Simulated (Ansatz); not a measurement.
**Stability checks on a candidate for Al6Co5Ni**

It was reached by relaxing an invented guess, and it needn't be the stable form of this composition.

Method: DFT PBE, scalar-relativistic, plane waves, PAW in Ansatz. Settings of the last relaxation (12-atom cell): 420 eV, 10×10×6 k points, Gaussian smearing of 0.10 eV, collinear spin.

```xyz
12
Lattice="4.0335 0.0000 0.0000 0.0000 4.0335 0.0000 0.0000 0.0000 8.6331" Properties=species:S:1:pos:R:3 pbc="T T T"
Al    0.0000    2.0167    7.1800
Al    0.0000    2.0167    1.4531
Al    0.0000    2.0167    4.3165
Al    2.0167    0.0000    7.1800
Al    2.0167    0.0000    1.4531
Al    2.0167    0.0000    4.3165
Co    0.0000    0.0000    5.7503
Co    0.0000    0.0000    2.8828
Co    2.0167    2.0167    5.7592
Co    2.0167    2.0167    0.0000
Co    2.0167    2.0167    2.8738
Ni    0.0000    0.0000    0.0000
```

Formation energies are uncorrected and refer to the elements' standard structures at the same level.

Q: These tests were run: energy against the elements; phonons on a 2×2×1 q mesh. What do they show?

A:

```tsv
test	result
energy against the elements	−0.59 eV/atom
phonons on a 2×2×1 q mesh	no imaginary mode on the mesh
```

It fails none of these tests. Other phases of the system weren't compared here, so this isn't yet thermodynamic stability.

Another magnetic order may lie lower. The run for the phonons used a 10×10×6 k mesh and Gaussian smearing of 0.20 eV. The cell carries site moments Ni 0.1; Co 0.2 (×2), 0.4 μB.
